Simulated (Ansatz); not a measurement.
Relaxed-ion elastic tensor of Si in space group Fd-3m (No. 227; Si on 8a, Si on 32e, Si on 96g) in GPa (Voigt order), plane-wave PAW PBEsol (Ansatz code); density 2.03 g/cm³, 23.00 Å³ per atom.

|  | 1 | 2 | 3 | 4 | 5 | 6 |
|---|---|---|---|---|---|---|
| 1 | 107 | 45.3 | 45.3 | 0.0 | 0.0 | 0.0 |
| 2 | 45.3 | 107 | 45.3 | 0.0 | 0.0 | 0.0 |
| 3 | 45.3 | 45.3 | 107 | 0.0 | 0.0 | 0.0 |
| 4 | 0.0 | 0.0 | 0.0 | 40.6 | 0.0 | 0.0 |
| 5 | 0.0 | 0.0 | 0.0 | 0.0 | 40.6 | 0.0 |
| 6 | 0.0 | 0.0 | 0.0 | 0.0 | 0.0 | 40.6 |

Question: Is the crystal mechanically stable?

Answer: Yes: the smallest eigenvalue of C is 40.6 GPa.

Question: Work out the Voigt, Reuss and Hill averages.

Answer: K_V = 65.8, K_R = 65.8, K_H = 65.8; G_V = 36.7, G_R = 36.0, G_H = 36.3 GPa.

Question: Give Young's modulus, Poisson's ratio, Pugh's ratio and the universal anisotropy index.

Answer: E = 9KG/(3K + G) = 92.0 GPa; ν = 0.27; K/G = 1.81 (near the Pugh limit of 1.75, no verdict); A_U = 5G_V/G_R + K_V/K_R − 6 = 0.09.

Question: Estimate the sound speeds and the Debye temperature.

Answer: v_l = √((K + 4G/3)/ρ) = 7500 m/s, v_t = √(G/ρ) = 4230 m/s, mean 4710 m/s; Θ = (h/k)(3n/4πV)^(1/3) v_m = 493 K.

Question: Give the Zener ratio and Young's modulus along [100], [110] and [111].

Answer: A = 2C44/(C11 − C12) = 1.32; 1/E = S11 − 2(S11 − S12 − S44/2)Γ with Γ = 0, 1/4, 1/3 gives 79.7, 94.7, 101 GPa.

The workflow started from a Materials Project entry (that database holds measured and hypothetical structures alike). Its sites differ from those of the usual phase in this space group: another stacking or structure type. The PBEsol relaxation kept the symmetry of its start; whether a distortion lowers the energy is not shown.

Potentials: the earlier of the program's two PAW sets. The files were generated under PBE; for other functionals the program regenerates the frozen cores, and for LDA and PBEsol the local potential too.
